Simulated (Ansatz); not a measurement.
RbLuSe₂:
Space group R-3m, hexagonal axes (No. 166); a = 4.140 Å, b = 4.140 Å, c = 23.800 Å, α = 90.00°, β = 90.00°, γ = 120.00°

```
atom  site  symmetry       x       y       z
----  ----  --------  ------  ------  ------
Se      6c        3m  0.0000  0.0000  0.2309
Lu      3b       -3m  0.0000  0.0000  0.5000
Rb      3a       -3m  0.0000  0.0000  0.0000
```
(The calculation used a cell of 4 atoms; values per cell refer to that cell.)

Relaxed with r²SCAN.

Question: Tabulate the valence density and the electron localisation function along the shortest Se–Rb contact (3.41 Å), r²SCAN in the plane-wave PAW code Ansatz.

Answer: 

```
distance from Se (Å)  density (e/Å³)   ELF
--------------------  --------------  ----
0.34                           16.15  0.33
0.51                            5.49  0.60
0.68                            1.85  0.77
0.85                            0.83  0.81
1.02                            0.52  0.81
1.19                            0.31  0.78
1.37                            0.19  0.68
1.54                            0.12  0.35
1.71                            0.09  0.09
1.88                            0.09  0.05
2.05                            0.13  0.15
2.22                            0.26  0.54
2.39                            0.55  0.81
2.56                            1.06  0.87
2.73                            1.73  0.86
2.90                            2.13  0.74
3.07                            1.89  0.38
```

The density is the valence pseudo-density with augmentation charge, so density and ELF within about 1 Å of a nucleus are not all-electron values.

The workflow started from an entry of the Crystallography Open Database (COD, 153 K). Whether it is the stable phase at ambient conditions was not checked. The r²SCAN relaxation kept the symmetry of its start; whether a distortion lowers the energy is not shown. Scalar-relativistic: spin–orbit coupling is off unless named, which matters more the heavier the elements.

Potentials: the later of the program's two PAW sets.
